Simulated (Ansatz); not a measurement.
An Ansatz (a program for electronic structure) run. Input:

Ansatz 0.2 input:
```yaml
crystal:
  lattice:
    - [0.0, 6.0269838696, 6.0269838696]
    - [6.0269838696, 0.0, 6.0269838696]
    - [6.0269838696, 6.0269838696, 0.0]
  atoms:
    - { symbol: Cs, position: [0.75, 0.75, 0.75] }
    - { symbol: Cs, position: [0.25, 0.25, 0.25] }
    - { symbol: Tl, position: [0.5, 0.5, 0.5] }
    - { symbol: As, position: [0.0, 0.0, 0.0] }
    - { symbol: I, position: [0.7645995037, 0.2354004963, 0.2354004963] }
    - { symbol: I, position: [0.2354004963, 0.7645995037, 0.7645995037] }
    - { symbol: I, position: [0.2354004963, 0.7645995037, 0.2354004963] }
    - { symbol: I, position: [0.7645995037, 0.2354004963, 0.7645995037] }
    - { symbol: I, position: [0.2354004963, 0.2354004963, 0.7645995037] }
    - { symbol: I, position: [0.7645995037, 0.7645995037, 0.2354004963] }
kpoints:
  mp_grid: { grid: [4, 4, 4] }
basis: { xc_grid: 2 }
hamiltonian:
  xc: pbesol
  pseudopotentials: { kind: paw }
scf:
  occupations: { method: fixed }
output:
  optics: { e_range: [0.0, 15.0], de: 0.05, sigma: 0.1, bands: { spectra_wanted_up_to: 12 eV } }
```

Output (shortened):

```
output.optics: the spectra are integrated over the Brillouin zone by k·p interpolation around the k-points, where levels, occupations, output.optics.sigma and …
Pseudopotential: Cs, paw, valence charge 9
Pseudopotential: Tl, paw, valence charge 13
Pseudopotential: As, paw, valence charge 15
Pseudopotential: I, paw, valence charge 17
Functional definition: PBEsol
Crystal: 10 atoms, lattice volume = 437.855 Å³
Basis set: ecut = 420 eV, 8609 PW (Γ), exchange–correlation on 120×120×120 points (8 copies of the dense FFT grid, shifted against one another)
Bands: 89, of which v1, the nominal top of the filled ones, is band 74 counted from 1 (73 counted from 0)
Symmetry: 48 space group operations
Space group: Fm-3m (ITA 225), of the structure as read, at distance tolerance 7.6e-5 Å
k-points: 8 of 64
SCF iter   1: F=—  HF=-71882.299461 eV  |F-HF|=—  |Δ(HF+E_count)|=         —  Δρ=1.80e-3  dr2=1.91e-2  ethr=1.77e-3  ⟨swp⟩=5.0  Hψ=2370  notcnv=0  defer=99
preconditioner: auto → Resta (q_TF=auto, 2.277 Å⁻¹)
SCF iter   2: F=—  HF=-71882.292814 eV  |F-HF|=—  |Δ(HF+E_count)|=   6.65e-3  Δρ=1.11e-3  dr2=5.25e-3  ethr=1.29e-5  ⟨swp⟩=3.0  Hψ=1210  notcnv=0  defer=103
SCF iter   3: F=—  HF=-71882.293412 eV  |F-HF|=—  |Δ(HF+E_count)|=   5.98e-4  Δρ=3.70e-4  dr2=4.61e-4  ethr=3.55e-6  ⟨swp⟩=3.0  Hψ=1260  notcnv=0  defer=103
SCF iter   4: F=—  HF=-71882.293059 eV  |F-HF|=—  |Δ(HF+E_count)|=   3.53e-4  Δρ=1.19e-4  dr2=6.38e-5  ethr=3.11e-7  ⟨swp⟩=2.0  Hψ=1226  notcnv=0  defer=103
SCF iter   5: F=—  HF=-71882.293103 eV  |F-HF|=—  |Δ(HF+E_count)|=   4.44e-5  Δρ=2.37e-5  dr2=3.97e-6  ethr=4.31e-8  ⟨swp⟩=2.0  Hψ=1226  notcnv=0  defer=96
SCF iter   6: F=—  HF=-71882.293269 eV  |F-HF|=—  |Δ(HF+E_count)|=   1.66e-4  Δρ=1.17e-5  dr2=1.47e-6  ethr=2.68e-9  ⟨swp⟩=2.0  Hψ=997  notcnv=0  defer=94
SCF iter   7: F=—  HF=-71882.293269 eV  |F-HF|=—  |Δ(HF+E_count)|=   5.30e-8  Δρ=3.59e-6  dr2=8.05e-8  ethr=9.91e-10  ⟨swp⟩=2.0  Hψ=985  notcnv=0  defer=94
SCF iter   8: F=—  HF=-71882.293269 eV  |F-HF|=—  |Δ(HF+E_count)|=   7.04e-8  Δρ=1.14e-6  dr2=1.15e-8  ethr=5.44e-11  ⟨swp⟩=2.0  Hψ=1226  notcnv=0  defer=94
SCF iter  11: F=-71882.293269 eV  HF=-71882.293269 eV  |F-HF|=0.00e0  |Δ(HF+E_count)|=  5.82e-11  Δρ=3.10e-8  dr2=5.33e-12  ethr=1.00e-12  ⟨swp⟩=16.8  Hψ=4617  notcnv=0
SCF 1 converged in 11 iterations: F = -71882.293269 eV  dr2 = 5.33e-12
NSCF: frozen V_eff on 8 k-points
Optics k sum: 0 of 8 k-points
Optics k sum: 1 of 8 k-points
Optics k sum: 2 of 8 k-points
Optics k sum: 3 of 8 k-points
Optics k sum: 4 of 8 k-points
Optics k sum: 5 of 8 k-points
Optics k sum: 6 of 8 k-points
Optics k sum: 7 of 8 k-points
Optics k sum: 8 of 8 k-points
Optics k sum: 0 of 8 k-points
Optics k sum: 1 of 8 k-points
Optics k sum: 2 of 8 k-points
Optics k sum: 3 of 8 k-points
Optics k sum: 4 of 8 k-points
Optics k sum: 5 of 8 k-points
Optics k sum: 6 of 8 k-points
Optics k sum: 7 of 8 k-points
Optics k sum: 8 of 8 k-points
Optics k sum: 0 of 8 k-points
Optics k sum: 1 of 8 k-points
Optics k sum: 2 of 8 k-points
Optics k sum: 3 of 8 k-points
Optics k sum: 4 of 8 k-points
Optics k sum: 5 of 8 k-points
Optics k sum: 6 of 8 k-points
Optics k sum: 7 of 8 k-points
Optics k sum: 8 of 8 k-points
NSCF: frozen V_eff on 1 k-points
output.optics: what the bands over the 177 summed would add to eps1, eps2 and the energy-loss function is held between a lower and an upper bound (8 Lanczos …
SCF converged after 11 iterations
Free energy (F): -71882.293269 eV
Harris-Foulkes:  -71882.293269 eV  (|F-HF|=0.00e0)
Internal energy: -71882.293269 eV  (E = F + TS)
E sigma→0 (E₀):  -71882.293269 eV
Fermi energy:    5.297734 eV
--- Per-component energies (eV) ---
  E_band       = -2832.720490
  E_kinetic    = 1853.677493
  E_local      = -18418.581687  (includes V_loc(G=0)·N_el)
  E_nonlocal   = -820.086947
  E_hartree    = 9189.101916
  E_xc         = -1415.565055
  E_vxc        = -1243.425496  (∫ρ·V_xc dr)
  E_paw        = -50193.428351  (= ΣΔE_a)
  E_vpaw       = -2582.507737  (= ΣTr[D̂ρ^β])
  E_aug_tail   = 0.000122  (compensation charges beyond the density's cutoff)
  E_ewald      = -12081.176626
  E_core_change = 3.765866  (= ΣΔE_core)
  E_smearing   =  0.000000  (= −TS)
  E_closure    = 0.000000  (closes the sum)
  Σ components = -71882.293269   (vs F -71882.293269, Δ=0.00e0)
  [band-id]    e_kinetic+e_local+e_nonlocal+2·e_hartree+e_vxc+e_vpaw+e_augmentation_tail = -2832.720420   (vs E_band -2832.720490, Δ=6.98e-5)
--- Band table (eV; the first three rows and the last of 8) ---
  k-point 0: bands = ["-39.4746", "-39.4740", "-39.4740", "-39.4740", "-39.4739", "-39.4739", "-39.4249", "-39.4249", "-39.4249", "-39.4244", "-39.4244", "-39.4244", "-39.4242", "-39.4242", "-39.4242", "-39.4237", "-39.4237", "-39.4237", "-39.2864", …
  k-point 1: bands = ["-39.4746", "-39.4741", "-39.4740", "-39.4740", "-39.4739", "-39.4739", "-39.4249", "-39.4249", "-39.4249", "-39.4244", "-39.4244", "-39.4244", "-39.4242", "-39.4242", "-39.4242", "-39.4237", "-39.4237", "-39.4237", "-39.2864", …
  k-point 2: bands = ["-39.4745", "-39.4741", "-39.4740", "-39.4740", "-39.4739", "-39.4739", "-39.4249", "-39.4249", "-39.4249", "-39.4245", "-39.4244", "-39.4244", "-39.4242", "-39.4242", "-39.4241", "-39.4237", "-39.4237", "-39.4237", "-39.2863", …
  k-point 7: bands = ["-39.4745", "-39.4740", "-39.4740", "-39.4740", "-39.4739", "-39.4739", "-39.4249", "-39.4249", "-39.4248", "-39.4244", "-39.4244", "-39.4244", "-39.4242", "-39.4242", "-39.4242", "-39.4238", "-39.4237", "-39.4237", "-39.2863", …
```

Cost: very roughly 6 core-minutes on shared cores.

The workflow started from a Materials Project entry (that database holds measured and hypothetical structures alike); the Crystallography Open Database copy checked does not list it. Its standing as an ambient phase is unchecked. The cell was relaxed with PBEsol under the symmetry of its start; whether a distortion lowers the energy is not shown. Spin–orbit coupling is left out wherever it is not named.

Potentials: the later of the program's two PAW sets.

Ansatz is a plane-wave DFT program.
